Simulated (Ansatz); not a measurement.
Input and command of a calculation in Ansatz (plane waves; scalar-relativistic PAW potentials unless the input names others):

```yaml
crystal:
  lattice:
    - [-4.120444632, 4.3067674028, 4.3381002043]
    - [4.1313809378, -4.3191972673, 4.3590214303]
    - [4.1191835643, 4.3179361997, -4.3492294566]
  atoms:
    - { symbol: Cs, position: [0.2651653032, 0.748405234, 0.4965185078] }
    - { symbol: Cs, position: [0.2843934983, 0.2826688217, 0.0151827997] }
    - { symbol: Cs, position: [0.7648667652, 0.7452346757, 0.0167906659] }
    - { symbol: Cs, position: [0.7801140045, 0.262487335, 0.5150430546] }
    - { symbol: H, position: [0.2727290597, 0.1052355614, 0.348251624] }
    - { symbol: H, position: [0.1194185779, 0.7774565425, -0.1418527481] }
    - { symbol: H, position: [0.6157659375, 0.0974416435, 1.0031443815] }
    - { symbol: H, position: [0.7822208102, 0.9232028952, 0.6884355574] }
    - { symbol: S, position: [0.2812053031, 0.7810365551, 0.016254738] }
    - { symbol: S, position: [0.2720264869, 0.2675992974, 0.5150983462] }
    - { symbol: S, position: [0.7889709042, 0.7601119753, 0.5274528048] }
    - { symbol: S, position: [0.7731233493, 0.2491194635, 0.9996802681] }
basis:
  ecutwfc: 420
kpoints:
  mp_grid: { grid: [2, 2, 2] }
hamiltonian:
  xc: pbe
  dispersion: d3bj
scf:
  occupations: { method: gaussian, width: 0.02 }
output:
  forces: true
  eigenvalues: true
  stress: true
```

```bash
ansatz run input.yaml --threads 2 --pin off --max-ram 5120MiB --backend cpu --events-out ev --progress --plain --runs-dir out
```

Abridged log:
```
Pseudopotentials: kind: paw
Pseudopotential: Cs, paw, valence charge 9, recommended cutoff 420 eV (normal)
Pseudopotential: H, paw, valence charge 1, recommended cutoff 420 eV (normal)
Pseudopotential: S, paw, valence charge 6, recommended cutoff 420 eV (normal)
Functional definition: PBE
Crystal: 12 atoms, lattice volume = 309.437 Å³
Basis set: ecut = 420 eV, 6053 PW (Γ), exchange–correlation on 100×100×100 points (8 copies of the dense FFT grid, shifted against one another)
Bands: 44, of which v1, the nominal top of the filled ones, is band 32 counted from 1 (31 counted from 0)
Symmetry: 1 space group operations
Space group: P1 (ITA 1), of the structure as read, at distance tolerance 6.8e-5 Å
k-points: 8
Initial density: superposition of atomic densities (neutral atoms: chi_scale 0, normalization atom), corrected by the library's trained network
Initial wavefunctions: pseudopotential atomic-orbital guess
Functional: x = pbe(κ = 0.804, μ = 0.21951497), c = pbe(β = 0.06672455)
SCF iter   1: F=—  HF=-26365.983880 eV  |F-HF|=—  |Δ(HF+E_count)|=         —  Δρ=1.49e-3  dr2=1.58e-2  ethr=1.77e-3  ⟨swp⟩=9.1  Hψ=2016  notcnv=0  defer=3
SCF iter   2: F=—  HF=-26365.981259 eV  |F-HF|=—  |Δ(HF+E_count)|=   2.62e-3  Δρ=7.09e-4  dr2=3.19e-3  ethr=2.47e-5  ⟨swp⟩=3.1  Hψ=601  notcnv=0  defer=45
SCF iter   3: F=—  HF=-26365.981248 eV  |F-HF|=—  |Δ(HF+E_count)|=   1.15e-5  Δρ=2.54e-4  dr2=4.09e-4  ethr=4.98e-6  ⟨swp⟩=2.2  Hψ=482  notcnv=0  defer=21
automatic band count: iteration 3 solves 41 bands in place of 44: the levels show a gap, and the empty bands left out lie too high to hold charge; the band table lists the bands solved (type scf.n_extra_bands for more)
SCF iter   4: F=—  HF=-26365.981269 eV  |F-HF|=—  |Δ(HF+E_count)|=   2.09e-5  Δρ=7.18e-5  dr2=3.87e-5  ethr=6.40e-7  ⟨swp⟩=3.0  Hψ=562  notcnv=0  defer=21
SCF iter   5: F=—  HF=-26365.981232 eV  |F-HF|=—  |Δ(HF+E_count)|=   3.73e-5  Δρ=2.55e-5  dr2=2.53e-6  ethr=6.05e-8  ⟨swp⟩=2.1  Hψ=510  notcnv=0  defer=21
SCF iter   6: F=-26365.981234 eV  HF=-26365.981234 eV  |F-HF|=7.18e-8  |Δ(HF+E_count)|=   2.45e-6  Δρ=4.37e-6  dr2=7.50e-8  ethr=1.56e-10  ⟨swp⟩=10.6  Hψ=1935  notcnv=0
SCF 1 converged in 6 iterations: F = -26365.981234 eV  dr2 = 7.50e-8
SCF converged after 6 iterations
Free energy (F): -26365.981234 eV
Harris-Foulkes:  -26365.981234 eV  (|F-HF|=7.18e-8)
Internal energy: -26365.981234 eV  (E = F + TS)
E sigma→0 (E₀):  -26365.981234 eV
Fermi energy:    5.566809 eV
  E_disp       = -2.025908  (pairwise vdW)
--- Forces (eV/Å), atoms counted from 1 ---
  atom   1  Cs    -0.00600085    -0.00281769    -0.00172235
  atom   2  Cs     0.00532769    -0.00205845     0.00942778
  atom   3  Cs     0.00011832     0.00347893    -0.00897108
  atom   4  Cs    -0.00061676     0.00259435     0.00198256
  atom   5  H      0.01532959     0.00046182     0.00019341
  atom   6  H      0.00053041     0.01080528     0.00040070
  atom   7  H     -0.00042843    -0.00068966     0.01136260
  atom   8  H     -0.01501776     0.00145346     0.00056161
  atom   9  S      0.00773267    -0.02227273     0.00875835
  atom  10  S     -0.02439260    -0.00150959    -0.00024549
  atom  11  S      0.02581575     0.01165761    -0.00030135
  atom  12  S     -0.00833034    -0.00110252    -0.02142063
--- Stress (GPa, compression-positive) ---
        0.161320       0.002186       0.009557
        0.002186       0.169174      -0.007820
        0.009557      -0.007820       0.143240
  P = ⅓ Tr σ = 0.1579 GPa (1.579 kbar)
```

Apart from outputs, empty bands and the relaxation, which only the reference makes, the input differs from a reference run on usual settings in kpoints.mp_grid.grid: [4, 4, 4] → [2, 2, 2]. The reference, at the same geometry, ended its own course with pressure 0.00 GPa, largest force 0.002 eV/Å, gap on the mesh 3.07 eV. This run converged in 6 SCF iterations with an energy at zero smearing 6.92 meV/atom above the reference's, pressure 0.16 GPa, largest force 0.028 eV/Å, gap on the mesh 3.06 eV. Its k mesh is looser than usual, and the result moved.

Time: 2.7 s on 2 threads of Arm Neoverse V2, on a shared host, peak memory 0.57 GiB.